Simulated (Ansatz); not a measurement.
Ge2W:
```
Ge2W
1.0
   -3.10594     3.10594     2.63738
    3.10594    -3.10594     2.63738
    3.10594     3.10594    -2.63738
Ge W
4 2
Direct
  0.64412   0.14412   0.78824
  0.85588   0.64412   0.50000
  0.14412   0.35588   0.50000
  0.35588   0.85588   0.21176
  0.25000   0.25000   0.00000
  0.75000   0.75000   0.00000
```

Relaxed with PBE. Special points in fractions of this cell's reciprocal vectors: Γ (0.000, 0.000, 0.000); X (0.000, 0.000, 0.500); M (-0.500, 0.500, 0.500); Z (0.430, 0.430, -0.430); Z0 (-0.430, 0.570, 0.430); P (0.250, 0.250, 0.250); N (0.000, 0.500, 0.000).

Question: List the band energies nearest the Fermi level at these points for PBE in the plane-wave PAW code Ansatz.

Answer: In eV from the Fermi level; about four levels below and three above (degenerate sets whole), none deeper than 8.9 eV; points with the same levels are listed once.

```csv
k,below,above
Γ,-1.54 -1.54 -0.81 -0.04,0.60 2.43 2.43
X,-2.08 -1.74 -1.09 -1.03,0.39 1.58 1.94
M,-2.45 -2.13 -1.19 -0.89,0.18 0.69 0.93
Z,-2.80 -2.28 -1.17 -0.33,0.03 0.53 0.94
P,-0.55 -0.55 -0.29 -0.29,2.80 2.80 3.64 3.64
N,-1.47 -1.47 -0.51 -0.51,0.87 0.87 1.64 1.64
```

Space group I4/mcm. The cell is a constructed one: a structure type filled with these elements; neither database checked (COD, Materials Project) lists it. COD files the formula under space group No. 139, so this cell is another polymorph or a model. Its standing as an ambient phase is unchecked. The cell was relaxed with PBE under the symmetry of its start; whether a distortion lowers the energy is not shown. The run is not spin-polarised. Scalar-relativistic: spin–orbit coupling is off unless named, which matters more the heavier the elements.

Potentials: the later of the program's two PAW sets.
